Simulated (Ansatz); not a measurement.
### Question
Each is relaxed and computed with DFT-LDA in the program Ansatz with PAW potentials. Which is the only one with a gap?
A. Ti3AlC, anti-perovskite
B. TiO2, anatase
C. TiSi2, Fddd (Si on 16f, Ti on 8a)
D. Ti2C, R-3m (Ti on 6c, C on 3b)

### Answer
B, TiO2, anatase. TiO2: gap 2.08 eV (indirect); Ti2C: metal; Ti3AlC: metal; TiSi2: metal. Standing as an ambient phase not checked: Ti2C, R-3m (Ti on 6c, C on 3b); Ti3AlC, anti-perovskite. All cells were relaxed under the symmetry of their starts (and spin orders); stability against distortions was not tested throughout. Rows with no word on spin ran without spin polarisation.

Potentials: the later of the program's two PAW sets.
